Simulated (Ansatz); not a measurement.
The start is a generated cell, Ti3Al built in the D019 structure type. A full variable-cell relaxation at zero pressure is run with r2SCAN (plane waves to 500 eV, PAW, scalar-relativistic; Ansatz, an electronic-structure program). The first steps use a coarse 7×7×7 k-mesh.

Input geometry:
```
Ti3Al
1.0
    5.95303     0.00000     0.00000
   -2.97651     5.15547     0.00000
    0.00000     0.00000     4.77479
Ti Al
6 2
Direct
  0.83920   0.67840   0.25000
  0.16080   0.83920   0.75000
  0.32160   0.16080   0.25000
  0.16080   0.32160   0.75000
  0.83920   0.16080   0.25000
  0.67840   0.83920   0.75000
  0.33333   0.66667   0.25000
  0.66667   0.33333   0.75000
```

Q: What pressure does the first self-consistent step give?

A: -9.3 GPa (negative: the cell is under tension).

Q: Which atoms feel the largest initial force, and how large is it?

A: 0.86 eV/Å, on Ti1, Ti2, Ti3, Ti4, Ti5, Ti6 (atoms numbered as listed).

Q: How much energy is released per atom?

A: 0.09 eV/atom.

Q: How does the volume per atom move from start to end?

A: -9.6 %, from 18.32 to 16.56 Å³/atom.

Q: How do the shortest distances between atoms change?

A: The closest pairs of elements (up to four, under 3.6 Å), start → end: Ti–Ti 2.87 → 2.81 Å; Al–Ti 2.98 → 2.83 Å.

Q: Is the relaxed structure metallic? Give its gap.

A: Zero (metallic).

The space group stays P6₃/mmc (No. 194) (the run could not lower it); the end is AFLOW prototype A3B_hP8_194_h_c (D0_19, as in Ni3Sn), with 8 atoms in the primitive cell. Final values are on a 10×10×10 k-mesh of the relaxed cell. No spin polarisation in the result.

The run could not lose the symmetry of its start; a randomly shaken copy of 8 atoms returns to this structure.
